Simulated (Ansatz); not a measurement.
Y2C in space group R-3m (No. 166; C on 3a, Y on 6c) under volume change, r²SCAN in the plane-wave PAW code Ansatz, shape and atoms relaxed at each volume.

| V (Å³/atom) | E − E(relaxed) (meV/atom) | P (GPa) |
|---|---|---|
| 21.075 | 44.3 | 7.34 |
| 21.770 | 18.7 | 4.54 |
| 22.465 | 4.5 | 2.10 |
| 23.159 | 0.0 | 0.00 |
| 23.854 | 3.9 | -1.77 |
| 24.549 | 15.0 | -3.29 |
| 25.244 | 32.1 | -4.55 |

What does a third-order Birch–Murnaghan fit give for V₀, B₀ and B′?

V₀ = 23.16 Å³/atom, B₀ = 63.7 GPa, B′ = 4.2.

The workflow started from an entry of the Crystallography Open Database (COD). Its standing as an ambient phase is unchecked. The cell was relaxed with r²SCAN under the symmetry of its start; its stability against distortions is not shown here. The run is not spin-polarised.

Potentials: the later of the program's two PAW sets.
